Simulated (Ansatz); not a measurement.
Input for Ansatz (plane-wave DFT, PAW):

```yaml
crystal:
  lattice:
    - [2.7435, 1.5839604635, 4.8366666667]
    - [-2.7435, 1.5839604635, 4.8366666667]
    - [0.0, -3.167920927, 4.8366666667]
  atoms:
    - { symbol: In, position: [0.35731, 0.35731, 0.35731] }
    - { symbol: In, position: [0.14269, 0.14269, 0.14269] }
    - { symbol: In, position: [0.64269, 0.64269, 0.64269] }
    - { symbol: In, position: [0.85731, 0.85731, 0.85731] }
    - { symbol: O, position: [0.548, 0.952, 0.25] }
    - { symbol: O, position: [0.25, 0.548, 0.952] }
    - { symbol: O, position: [0.952, 0.25, 0.548] }
    - { symbol: O, position: [0.452, 0.048, 0.75] }
    - { symbol: O, position: [0.75, 0.452, 0.048] }
    - { symbol: O, position: [0.048, 0.75, 0.452] }
basis:
  ecutwfc: 500
kpoints:
  mp_grid: { grid: [6, 6, 6] }
hamiltonian:
  xc: r2scan
scf:
  occupations: { method: gaussian, width: 0.02 }
output:
  forces: true
  stress: true
  eigenvalues: true
relax:
  adjacent_minimum: "off"
  f_tol: 0.01
  max_steps: 40
```

Launched with
```bash
ansatz run input.yaml --threads 2 --pin off --max-ram 5120MiB --backend cpu --events-out ev --progress --plain --runs-dir out
```

These are results of Ansatz 0.2.0, DFT r2SCAN, scalar-relativistic, plane waves, PAW, not measurements.

Part of what the program printed, abridged (iterations and final results):

```
SCF iter   1: F=—  HF=-25861.303052 eV  |F-HF|=—  |Δ(HF+E_count)|=         —  Δρ=1.17e-2  dr2=1.23e-1  dr2_τ=3.46e-1  ethr=1.77e-3  ⟨swp⟩=6.3  Hψ=7122  notcnv=0  defer=6
SCF iter   2: F=—  HF=-25861.459048 eV  |F-HF|=—  |Δ(HF+E_count)|=   1.56e-1  Δρ=6.40e-3  dr2=3.07e-2  dr2_τ=1.97e-3  ethr=1.40e-4  ⟨swp⟩=2.8  Hψ=3649  notcnv=0  defer=152
SCF iter   3: F=—  HF=-25861.456354 eV  |F-HF|=—  |Δ(HF+E_count)|=   2.69e-3  Δρ=9.55e-4  dr2=5.50e-4  dr2_τ=9.47e-5  ethr=3.49e-5  ⟨swp⟩=2.8  Hψ=2804  notcnv=0  defer=152
SCF iter   4: F=—  HF=-25861.456685 eV  |F-HF|=—  |Δ(HF+E_count)|=   3.31e-4  Δρ=2.09e-4  dr2=6.23e-5  dr2_τ=3.20e-6  ethr=6.25e-7  ⟨swp⟩=2.0  Hψ=2200  notcnv=0  defer=152
SCF iter   5: F=—  HF=-25861.456696 eV  |F-HF|=—  |Δ(HF+E_count)|=   1.07e-5  Δρ=1.47e-4  dr2=2.05e-5  dr2_τ=2.69e-6  ethr=7.09e-8  ⟨swp⟩=2.0  Hψ=2984  notcnv=0  defer=152
SCF iter   6: F=-25861.456691 eV  HF=-25861.456692 eV  |F-HF|=1.99e-7  |Δ(HF+E_count)|=   4.15e-6  Δρ=2.47e-5  dr2=7.62e-7  dr2_τ=2.45e-8  ethr=2.84e-9  ⟨swp⟩=9.2  Hψ=8255  notcnv=0
SCF 1 converged in 6 iterations: F = -25861.456691 eV  dr2 = 7.62e-7
relax step   1: F+E_penalty+E_count = -25861.45669148 eV  Δ(F+E_penalty+E_count) = +0.000e0 eV  max|allowed force component| = 1.305e-1 eV/Å  Δτ_max = 0.0000 Å  (6 SCF iters, dr2 threshold 2.50e-6 eV, accepted)
Initial density: handed on by an earlier stage of this run
Initial wavefunctions: those handed on with the density
SCF iter   1: F=—  HF=-25861.458362 eV  |F-HF|=—  |Δ(HF+E_count)|=         —  Δρ=1.39e-3  dr2=1.13e-3  dr2_τ=2.89e-2  ethr=1.31e-6  ⟨swp⟩=2.0  Hψ=5028  notcnv=0  defer=158
SCF iter   2: F=—  HF=-25861.459283 eV  |F-HF|=—  |Δ(HF+E_count)|=   9.20e-4  Δρ=6.22e-4  dr2=2.59e-4  dr2_τ=2.64e-5  ethr=1.29e-6  ⟨swp⟩=2.0  Hψ=3140  notcnv=0  defer=158
SCF iter   3: F=—  HF=-25861.459345 eV  |F-HF|=—  |Δ(HF+E_count)|=   6.25e-5  Δρ=1.82e-4  dr2=2.77e-5  dr2_τ=5.03e-6  ethr=2.95e-7  ⟨swp⟩=2.2  Hψ=2986  notcnv=0  defer=158
SCF iter   4: F=—  HF=-25861.459354 eV  |F-HF|=—  |Δ(HF+E_count)|=   8.74e-6  Δρ=4.94e-5  dr2=2.47e-6  dr2_τ=3.65e-7  ethr=3.15e-8  ⟨swp⟩=2.2  Hψ=2882  notcnv=0  defer=158
SCF iter   5: F=-25861.459354 eV  HF=-25861.459354 eV  |F-HF|=5.97e-8  |Δ(HF+E_count)|=   3.03e-7  Δρ=1.77e-5  dr2=3.41e-7  dr2_τ=4.61e-8  ethr=1.21e-9  ⟨swp⟩=10.9  Hψ=7244  notcnv=0
SCF 2 converged in 5 iterations: F = -25861.459354 eV  dr2 = 3.41e-7
relax step   2: F+E_penalty+E_count = -25861.45935421 eV  Δ(F+E_penalty+E_count) = -2.663e-3 eV  max|allowed force component| = 7.156e-2 eV/Å  Δτ_max = 0.0105 Å  (5 SCF iters, dr2 threshold 1.06e-6 eV, accepted)
SCF iter   1: F=—  HF=-25861.459589 eV  |F-HF|=—  |Δ(HF+E_count)|=         —  Δρ=9.80e-4  dr2=8.64e-4  dr2_τ=3.02e-3  ethr=1.85e-6  ⟨swp⟩=3.0  Hψ=4283  notcnv=0  defer=158
SCF iter   2: F=—  HF=-25861.460110 eV  |F-HF|=—  |Δ(HF+E_count)|=   5.22e-4  Δρ=3.28e-4  dr2=6.52e-5  dr2_τ=1.14e-5  ethr=9.81e-7  ⟨swp⟩=2.0  Hψ=3219  notcnv=0  defer=158
SCF iter   3: F=—  HF=-25861.460192 eV  |F-HF|=—  |Δ(HF+E_count)|=   8.14e-5  Δρ=9.20e-5  dr2=5.84e-6  dr2_τ=6.37e-7  ethr=7.41e-8  ⟨swp⟩=2.0  Hψ=2210  notcnv=0  defer=158
SCF iter   4: F=—  HF=-25861.460195 eV  |F-HF|=—  |Δ(HF+E_count)|=   3.43e-6  Δρ=2.98e-5  dr2=1.50e-6  dr2_τ=1.34e-7  ethr=6.64e-9  ⟨swp⟩=2.0  Hψ=2930  notcnv=0  defer=158
SCF iter   5: F=-25861.460195 eV  HF=-25861.460195 eV  |F-HF|=1.83e-7  |Δ(HF+E_count)|=   2.73e-7  Δρ=1.03e-5  dr2=2.98e-7  dr2_τ=8.94e-9  ethr=3.64e-10  ⟨swp⟩=8.4  Hψ=7491  notcnv=0
SCF 3 converged in 5 iterations: F = -25861.460195 eV  dr2 = 2.98e-7
relax step   3: F+E_penalty+E_count = -25861.46019462 eV  Δ(F+E_penalty+E_count) = -8.404e-4 eV  max|allowed force component| = 2.383e-2 eV/Å  Δτ_max = 0.0045 Å  (5 SCF iters, dr2 threshold 3.20e-7 eV, accepted)
SCF iter   1: F=—  HF=-25861.460088 eV  |F-HF|=—  |Δ(HF+E_count)|=         —  Δρ=3.66e-4  dr2=1.27e-4  dr2_τ=3.21e-4  ethr=1.13e-6  ⟨swp⟩=2.0  Hψ=3837  notcnv=0  defer=158
SCF iter   2: F=—  HF=-25861.460196 eV  |F-HF|=—  |Δ(HF+E_count)|=   1.08e-4  Δρ=1.16e-4  dr2=8.30e-6  dr2_τ=1.72e-6  ethr=1.44e-7  ⟨swp⟩=2.0  Hψ=2859  notcnv=0  defer=158
SCF iter   3: F=—  HF=-25861.460282 eV  |F-HF|=—  |Δ(HF+E_count)|=   8.59e-5  Δρ=3.26e-5  dr2=7.49e-7  dr2_τ=6.84e-8  ethr=9.43e-9  ⟨swp⟩=2.0  Hψ=2245  notcnv=0  defer=158
SCF iter   4: F=—  HF=-25861.460282 eV  |F-HF|=—  |Δ(HF+E_count)|=   5.98e-7  Δρ=1.13e-5  dr2=2.23e-7  dr2_τ=1.74e-8  ethr=1.14e-10  ⟨swp⟩=9.3  Hψ=7888  notcnv=0
SCF iter   5: F=-25861.460282 eV  HF=-25861.460282 eV  |F-HF|=2.66e-8  |Δ(HF+E_count)|=   3.76e-8  Δρ=4.24e-6  dr2=4.60e-8  dr2_τ=1.34e-9  ethr=1.14e-10  ⟨swp⟩=4.0  Hψ=5248  notcnv=0
SCF 4 converged in 5 iterations: F = -25861.460282 eV  dr2 = 4.60e-8
relax step   4: F+E_penalty+E_count = -25861.46028224 eV  Δ(F+E_penalty+E_count) = -8.762e-5 eV  max|allowed force component| = 1.107e-3 eV/Å  Δτ_max = 0.0017 Å  (5 SCF iters, accepted)
SCF iter   1: F=—  HF=-25861.460282 eV  |F-HF|=—  |Δ(HF+E_count)|=         —  Δρ=4.24e-6  dr2=4.60e-8  dr2_τ=1.34e-9  ethr=5.23e-11  ⟨swp⟩=1.0  Hψ=4928  notcnv=0
SCF iter   2: F=-25861.460282 eV  HF=-25861.460282 eV  |F-HF|=5.17e-9  |Δ(HF+E_count)|=   9.82e-9  Δρ=2.17e-6  dr2=1.39e-8  dr2_τ=2.85e-10  ethr=5.22e-11  ⟨swp⟩=3.0  Hψ=4480  notcnv=0
SCF 5 converged in 2 iterations: F = -25861.460282 eV  dr2 = 1.39e-8
SCF converged after 2 iterations
Free energy (F): -25861.460282 eV
Harris-Foulkes:  -25861.460282 eV  (|F-HF|=5.17e-9)
Internal energy: -25861.460282 eV  (E = F + TS)
E sigma→0 (E₀):  -25861.460282 eV
Fermi energy:    9.541493 eV
--- Per-component energies (eV) ---
  E_band       = -18.069357
  E_kinetic    = 2042.199959
  E_local      = -5884.044186  (includes V_loc(G=0)·N_el)
  E_nonlocal   = 1775.632186
  E_hartree    = 2272.933595
  E_xc         = -1237.670656
  E_vxc        = -1050.709728  (∫ρ·V_xc dr)
  E_paw        = -17726.242420  (= ΣΔE_a)
  E_vpaw       = -1515.190283  (= ΣTr[D̂ρ^β])
  E_aug_tail   = 0.005970  (compensation charges beyond the density's cutoff)
  E_vtau       = 68.166866  (kinetic-family band-sum trace: ∫τ·v_τ [+ j·A + Jᵃ·Aᵃ] dr)
  E_ewald      = -7107.945269
  E_core_change = 3.670538  (= ΣΔE_core)
  E_smearing   =  0.000000  (= −TS)
--- Forces (eV/Å), atoms counted from 1 ---
  atom   1  In     0.00000000     0.00000000    -0.00124712
  atom   2  In     0.00000000     0.00000000     0.00124712
  atom   3  In     0.00000000     0.00000000     0.00124712
  atom   4  In     0.00000000     0.00000000    -0.00124712
  atom   5  O     -0.00069474     0.00000000     0.00000000
  atom   6  O      0.00034737    -0.00060166     0.00000000
  atom   7  O      0.00034737     0.00060166     0.00000000
  atom   8  O      0.00069474     0.00000000     0.00000000
  atom   9  O     -0.00034737     0.00060166     0.00000000
  atom  10  O     -0.00034737    -0.00060166     0.00000000
--- Stress (GPa, compression-positive) ---
        2.208702       0.000000       0.000000
        0.000000       2.208702       0.000000
        0.000000       0.000000       1.755226
  P = ⅓ Tr σ = 2.0575 GPa (20.575 kbar)
--- Band table (eV; the first three rows and the last of 32) ---
  k-point 0: bands = ["-9.9600", "-9.0825", "-9.0825", "-8.8814", "-8.8814", "-8.8031", "-4.0602", "-4.0602", "-3.9075", "-3.9075", "-3.9013", "-3.7714", "-3.7396", "-3.7396", "-3.7004", "-3.7004", "-3.6447", "-3.6447", "-3.5551", "-3.5283", "-3.5283", "-3.5266", "-3.2468", "-3.2468", "-2.5559", "-2.5559", "3.0092", "3.3767", "4.5620", "4.5620", "5.2818", "5.7008", "5.9155", "5.9155", "6.0870", "7.8564", "7.8564", "8.1089", "8.1964", "8.1964", "8.3368", "8.3368", "8.5792", "8.5792", "10.4821", "14.8401", "15.6736", "16.6029", "18.7073", "18.7073", "18.8539", "18.9210", "19.3308", "19.3308"]
  k-point 1: bands = ["-9.8854", "-9.0743", "-9.0681", "-8.9514", "-8.8973", "-8.8241", "-4.0423", "-4.0295", "-3.9283", "-3.9125", "-3.8792", "-3.7838", "-3.7300", "-3.7293", "-3.7177", "-3.7034", "-3.6591", "-3.6445", "-3.5534", "-3.5325", "-3.5258", "-3.4695", "-3.2709", "-3.2329", "-2.6694", "-2.5931", "3.1268", "3.3571", "4.2622", "4.9381", "5.0790", "5.7402", "6.1371", "6.3344", "6.5327", "7.1386", "7.7164", "7.7426", "8.1027", "8.1134", "8.3442", "8.4005", "8.4185", "8.5479", "11.3047", "15.1528", "15.5243", "16.3150", "17.6742", "18.1665", "19.0454", "19.1102", "19.8404", "19.9333"]
  k-point 2: bands = ["-9.6829", "-9.1460", "-9.0430", "-9.0260", "-8.9394", "-8.8825", "-4.0168", "-3.9778", "-3.9222", "-3.8998", "-3.8524", "-3.8040", "-3.7685", "-3.7491", "-3.7103", "-3.7044", "-3.6553", "-3.6283", "-3.5915", "-3.5339", "-3.5202", "-3.3752", "-3.2545", "-3.1908", "-2.8950", "-2.7265", "3.3667", "3.6030", "3.8370", "4.9852", "5.4891", "5.9844", "6.0921", "6.5504", "6.9324", "7.0479", "7.3227", "7.4270", "7.9519", "7.9941", "7.9991", "8.0697", "8.4607", "8.6005", "12.7559", "15.2698", "15.3421", "15.6047", "17.2367", "17.7813", "18.7716", "19.4360", "19.6035", "19.7469"]
  k-point 31: bands = ["-9.4158", "-9.4158", "-8.9839", "-8.9839", "-8.9839", "-8.9839", "-3.9528", "-3.9528", "-3.9389", "-3.9389", "-3.9389", "-3.9389", "-3.7656", "-3.7656", "-3.7656", "-3.7656", "-3.5429", "-3.5429", "-3.5429", "-3.5429", "-3.4391", "-3.4391", "-2.9909", "-2.9909", "-2.9909", "-2.9909", "3.6665", "3.6665", "5.0447", "5.0447", "5.6812", "5.6812", "5.6812", "5.6812", "6.5996", "6.5996", "7.4960", "7.4960", "7.4960", "7.4960", "8.4149", "8.4149", "8.4149", "8.4149", "13.6255", "13.6255", "16.6030", "16.6030", "17.6484", "17.6484", "19.1980", "19.1980", "19.1980", "19.1980"]
--- Relaxed structure (4 steps of the walk, 4 accepted, 0 SCFs on fresh bases) ---
  F+E_penalty+E_count = -25861.46028224 eV   max|allowed force component| = 1.107e-3 eV/Å
  atoms:
    - { symbol: In, position: [0.35718357, 0.35718357, 0.35718357] }
    - { symbol: In, position: [0.14281642, 0.14281642, 0.14281642] }
    - { symbol: In, position: [0.64281642, 0.64281642, 0.64281642] }
    - { symbol: In, position: [0.85718357, 0.85718357, 0.85718357] }
    - { symbol: O, position: [0.54648644, 0.95351355, 0.25] }
    - { symbol: O, position: [0.24999999, 0.54648644, 0.95351355] }
    - { symbol: O, position: [0.95351355, 0.24999999, 0.54648644] }
    - { symbol: O, position: [0.45351355, 0.04648644, 0.74999999] }
    - { symbol: O, position: [0.74999999, 0.45351355, 0.04648644] }
    - { symbol: O, position: [0.04648644, 0.74999999, 0.45351355] }
```

The relaxation met its thresholds.

The run took 17 s on 2 threads of AMD EPYC 9R45 96-Core Processor (Zen 5), with other jobs on the host, peak memory 1 GiB.